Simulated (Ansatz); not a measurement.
Cu Kα1 powder pattern (kinematic, no thermal factors).
2θ (°) (relative intensity): 21.31 (2), 24.67 (100), 28.54 (9), 28.62 (4), 40.80 (23), 40.86 (47), 48.26 (33), 48.37 (16), 50.59 (4), 59.07 (8), 59.26 (4), 64.99 (7), 65.08 (14), 66.89 (2), 66.93 (2), 67.07 (2), 74.32 (16), 74.44 (8), 79.65 (8), 79.73 (4), 79.89 (4), 88.39 (3), 88.56 (5)

The pattern is computed from a structure relaxed with DFT PBE, scalar-relativistic, plane waves, PAW in Ansatz. No spin polarisation. Its elements are Cd, Hg, Se.

Task: Give the structure.

Result: CdHg₃Se₄.
Space group P-4m2 (No. 115). a = 4.420 Å, b = 4.420 Å, c = 12.465 Å, α = 90.00°, β = 90.00°, γ = 90.00°
| atom | site | symmetry | x | y | z |
| --- | --- | --- | --- | --- | --- |
| Cd | 1c | -4m2 | 0.5000 | 0.5000 | 0.5000 |
| Hg | 2e | 2mm. | 0.0000 | 0.0000 | 0.7486 |
| Hg | 1b | -4m2 | 0.5000 | 0.5000 | 0.0000 |
| Se | 2g | 2mm. | 0.5000 | 0.0000 | 0.8743 |
| Se | 2g | 2mm. | 0.5000 | 0.0000 | 0.3774 |

A pattern alone doesn't exclude other cells with like lines; this is the one computed.

The cell was found from a structure generator's guess, not taken from experiment.
